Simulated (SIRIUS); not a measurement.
Input and output of a self-consistent single point for Ge3PbSe4 (Pm, 8 atoms in the cell; from Materials Project mp-1224389, changed as shown) (SIRIUS).

Level of theory: LDA (PW92), GBRV LDA ultrasoft pseudopotentials (plane waves; SIRIUS 7.12.0).

The change in words: volume scaled by 0.99. Reference geometry (Pm):
```
Ge3PbSe4
1.0
    4.59551     0.00000     0.00000
    0.00000     3.99623     0.00000
   -0.00948     0.00000    11.48214
Ge Pb Se
3 1 4
Direct
  0.12680   0.00000   0.87420
  0.62610   0.50000   0.63110
  0.87820   0.50000   0.12500
  0.40830   0.00000   0.38750
  0.50930   0.00000   0.13780
  0.98950   0.00000   0.65220
  0.49310   0.50000   0.84660
  0.96870   0.50000   0.34550
```

Reference input (self-consistent single point, DFT, LDA (PW92), plane waves, GBRV LDA ultrasoft pseudopotentials): parameters.ngridk = 3 3 1; parameters.xc_functionals = [XC_LDA_X, XC_LDA_C_PW]; parameters.gk_cutoff = 6.325 1/bohr; parameters.pw_cutoff = 14.143 1/bohr; parameters.smearing = fermi_dirac; parameters.smearing_width = 0.000734986 Ha; potentials = GBRV LDA ultrasoft pseudopotentials; parameters.electronic_structure_method = pseudopotential; parameters.num_bands = 48; parameters.num_mag_dims = 0; parameters.num_dft_iter = 100; parameters.energy_tol = 1e-07 Ha. This run's input differs from it in these lines:

```diff
@@ -32,7 +32,7 @@
     "lattice_vectors": [
-      [1.0000000349, 0.0, 0.0],
-      [0.0, 0.8695944823, 0.0],
-      [-0.0020626656, 0.0, 2.4985554162]
+      [1.00000005, 0.0, 0.0],
+      [0.0, 0.8695945841, 0.0],
+      [-0.0020626017, 0.0, 2.4985554087]
     ],
-    "lattice_vectors_scale": 8.684255,
+    "lattice_vectors_scale": 8.655206,
     "atom_coordinate_units": "au",
@@ -46,14 +46,14 @@
       "Ge": [
-        [1.0855042779, 0.0, 18.9684723461],
-        [5.4259075314, 3.7758901155, 13.693666092],
-        [7.6242739178, 3.7758901155, 2.7122615457]
+        [1.0818737451, 0.0, 18.9050223847],
+        [5.4077581973, 3.763260131, 13.6478604747],
+        [7.5987707591, 3.763260131, 2.7031889706]
       ],
       "Pb": [
-        [3.5388402636, 0.0, 8.4080107917]
+        [3.5270030425, 0.0, 8.3798858088]
       ],
       "Se": [
-        [4.4204228538, 0.0, 2.989997128],
-        [8.5813879503, 0.0, 14.1514958409],
-        [4.2670413863, 3.7758901155, 18.3696049968],
-        [8.4062492693, 3.7758901155, 7.4966909124]
+        [4.4056365973, 0.0, 2.9799955212],
+        [8.5526835328, 0.0, 14.1041587729],
+        [4.2527685834, 3.763260131, 18.30815826],
+        [8.3781305218, 3.763260131, 7.4716143147]
       ]
```

Output (repeated stretches shortened):

```
[find] density tolerance         : 1e-06
[find] total energy tolerance    : 1e-07
[find] iter_solver_tol (initial) : 0.01
[find] iter_solver_tol (target)  : 1e-13
[find] num_dft_iter              : 100
Charges and magnetic moments
--------------------------------------------------------------------------------
total charge          : 80.000000
[find] | SCF iteration   0 out of 100|
[diagonalize] iterative solver tolerance (occupied, empty): 0.01 0.01
[diagonalize] average number of iterations: 2
[find] Charges and magnetic moments
[find] total charge          : 80.000000
[find] Energy
[find] smearing (-TS)                 :      -0.00000000
   [... lines left out ...]

[find] Charges and magnetic moments
[find] total charge          : 80.000000
[find] Energy
[find] smearing (-TS)                 :      -0.00000000
[find] Total energy                   :    -488.11876093 (Ha),    -976.23752185 (Ry)
[find] Free energy (E-TS)             :    -488.11876093 (Ha),    -976.23752185 (Ry)
[find] band gap (eV)                  :       0.86296333
[find] Efermi                         :       0.24471450
[find] iteration : 23, RMS (target) : 9.2947e-07 (1.0000e-06) , energy difference (target) : -2.8422e-12 (1.0000e-07)
[find] bands are converged : true
[find] iterative solver converged : true
[find] converged after 24 SCF iterations!
[find] Charges and magnetic moments
[find] total charge          : 80.000000
[find] Energy
[find] smearing (-TS)                 :      -0.00000000
[find] Total energy                   :    -488.11876093 (Ha),    -976.23752185 (Ry)
[find] Free energy (E-TS)             :    -488.11876093 (Ha),    -976.23752185 (Ry)
[find] band gap (eV)                  :       0.86296333
[find] Efermi                         :       0.24471450
[ground_state] === stress tensor components [kbar] ===
[ground_state] === stress_total ===
[ground_state]    47.710909    0.000000    0.265399
[ground_state]     0.000000   25.992705    0.000000
[ground_state]     0.265399    0.000000   26.177787
[ground_state] ==== total Forces in Ha/bohr =====
   [... lines left out ...]
[ground_state] atom:    3, force:      -0.0017212      0.0000000     -0.0050946
[ground_state] atom:    4, force:       0.0064878      0.0000000     -0.0043205
[ground_state] atom:    5, force:      -0.0068089      0.0000000      0.0007883
[ground_state] atom:    6, force:      -0.0061703      0.0000000     -0.0002100
[ground_state] atom:    7, force:       0.0010010      0.0000000      0.0014394
```

The run converged in 24 iterations. SIRIUS prints the stress tensor with tension positive. Against the reference run the free energy falls by 5.8 meV/atom, the pressure goes from -3.76 to -3.33 GPa and the largest force goes from 0.513 to 0.456 eV/Å.

Spin-orbit coupling is left out, which matters for bands and gaps with elements this heavy. The structure comes from a collection of computed structures, made at another level of theory; the collection holds predicted forms beside known ones.

Cost on one core: about 100 core-seconds (a rough figure).

The gap that the log prints is read on the run's mesh, which can miss the band edges or a crossing.
